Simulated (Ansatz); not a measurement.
InAs:
```
CELL_PARAMETERS angstrom
      3.57376     0.00000     0.00000
      0.00000     3.57376     0.00000
      0.00000     0.00000     3.57376
ATOMIC_POSITIONS crystal
  In 0.00000 0.00000 0.00000
  As 0.50000 0.50000 0.50000
```

Relaxed with PBE. Special points in fractions of this cell's reciprocal vectors: Γ (0.000, 0.000, 0.000); X (0.000, 0.500, 0.000); M (0.500, 0.500, 0.000); R (0.500, 0.500, 0.500).

List the band energies nearest the Fermi level at these points for PBE in the plane-wave PAW code Ansatz.

In eV from the Fermi level; about four levels below and three above (degenerate sets whole), none deeper than 8.9 eV; … stands for higher levels left out; points with the same levels are listed once.

| k | below | above |
|---|---|---|
| Γ | -2.47 -0.77 -0.77 -0.77 | 4.88 4.88 … |
| X | -7.27 | 0.89 0.89 2.01 |
| M | -4.59 -4.59 -3.86 | 1.36 6.31 6.31 |
| R | -1.38 -0.12 -0.12 -0.12 | … |

Space group Pm-3m (CsCl type). The cell is a constructed one: a structure type filled with these elements; neither database checked (COD, Materials Project) lists it. It is not the phase usual at ambient conditions (space group No. 216). Symmetry was held in the PBE relaxation; of distortions, only those at the zone centre were tested. Scalar-relativistic: spin–orbit coupling is off unless named, which matters more the heavier the elements.

Potentials: the later of the program's two PAW sets.
